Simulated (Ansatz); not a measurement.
KMgF3 (cubic perovskite, Pm-3m), DFT-LDA in the program Ansatz with PAW potentials. The conduction-band minimum lies at Γ, with 1 equivalent valley. Second derivatives d²E/dk² of the lowest band at one valley (eV·Å²), along Cartesian directions:

```json
[
 {"direction": "[100]", "d²E/dk²": "15.03"},
 {"direction": "[010]", "d²E/dk²": "15.03"},
 {"direction": "[001]", "d²E/dk²": "15.03"},
 {"direction": "[110]", "d²E/dk²": "15.03"},
 {"direction": "[101]", "d²E/dk²": "15.03"},
 {"direction": "[011]", "d²E/dk²": "15.03"}
]
```

Problem. Find the principal effective masses, the density-of-states mass and the conductivity mass.

Solution. Off-diagonal terms follow from H_xy = H[110] − (H_xx + H_yy)/2, and m*/mₑ = 7.620 eV·Å² over each eigenvalue: 0.51, 0.51, 0.51. One valley's DOS mass (m₁m₂m₃)^(1/3) = 0.51, conductivity mass 3/(Σ 1/mᵢ) = 0.51 mₑ.

Problem. What effective density of states Nc follows at 300 K for parabolic valleys?

Solution. Nc = 2.509e19 × 1 × (0.51)^(3/2) ≈ 9.1e18 cm⁻³.

Problem. With the computed static dielectric constant 6.62 (mean of the diagonal), estimate a hydrogenic donor's binding energy and radius.

Solution. E = 13.606 eV × 0.51/6.62² ≈ 160 meV; a = 0.529 Å × ε/m* ≈ 6.9 Å. Semilocal masses tend to be too small where the gap is.

The cell was relaxed with LDA under the symmetry of its start; phonons on a q-mesh show no instability.

Potentials: the later of the program's two PAW sets.
